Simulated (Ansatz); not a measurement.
As2Se3 (space group C2/m)

```yaml
crystal:
  lattice:
    - [6.66546, -1.86730, 0.00000]
    - [6.66546, 1.86730, 0.00000]
    - [-0.88601, 0.00000, 9.22589]
  atoms:
    - { symbol: As, position: [0.38331, 0.38331, 0.55459] }
    - { symbol: As, position: [0.61669, 0.61669, 0.44541] }
    - { symbol: As, position: [0.79924, 0.79924, 0.86055] }
    - { symbol: As, position: [0.20076, 0.20076, 0.13945] }
    - { symbol: Se, position: [0.96703, 0.96703, 0.70986] }
    - { symbol: Se, position: [0.03297, 0.03297, 0.29014] }
    - { symbol: Se, position: [0.22174, 0.22174, 0.66005] }
    - { symbol: Se, position: [0.77826, 0.77826, 0.33995] }
    - { symbol: Se, position: [0.62648, 0.62648, 0.96580] }
    - { symbol: Se, position: [0.37352, 0.37352, 0.03420] }
```

E(V) scan at fixed shape, V₀ the volume above. The atoms relax within the cell's symmetry.

All values below come from PBEsol (plane waves to 420 eV, PAW, scalar-relativistic; Ansatz, a quantum-chemistry and plane-wave program). k mesh 9×9×4 (Γ-centred), Fermi-Dirac smearing 0.05 eV. Energies are smeared free energies. Compression counts positive. With the shape held, the modulus is that of even scaling; a crystal free to change shape is softer. As2Se3 was relaxed with its symmetry unable to fall. This is one of several known forms of As2Se3; the measured ambient cells at hand have space group No. 14. The zero of ΔE is the relaxed starting cell.

| V (Å³/atom) | ΔE (meV/atom) |
|---|---|
| 19.291 | 96.0 |
| 20.210 | 48.2 |
| 21.129 | 19.1 |
| 22.047 | 4.3 |
| 22.966 | 0.0 |
| 23.884 | 3.4 |
| 24.803 | 12.3 |
| 25.722 | 25.0 |
| 26.640 | withheld |

Task: Fit a third-order Birch-Murnaghan form (E₀, V₀, B₀, B₀′ free) to the given rows and predict ΔE at V = 26.640.

Result: Least squares on the 8 given rows: ΔE = E₀ + (9V₀B₀/16)·y²·[2 + (B₀′ − 4)y], y = (V₀/V)^(2/3) − 1, with V₀ = 22.980 Å³/atom, B₀ = 33.01 GPa (160.2 GPa = 1 eV/Å³; the term in eV is multiplied by 1000), B₀′ = 6.87, E₀ = 0.03 meV/atom; root-mean-square residual 0.07 meV/atom. At 26.640 the fit gives 40.6 meV/atom; the calculation gives 40.0 meV/atom, so the extrapolation is off by 0.6 (+1.5 %). For the pressure the fit gives -2.9 GPa against the computed -2.8 GPa.

(A scan under strain: stresses follow from slopes of the energy per volume, elastic moduli from its curvatures.)
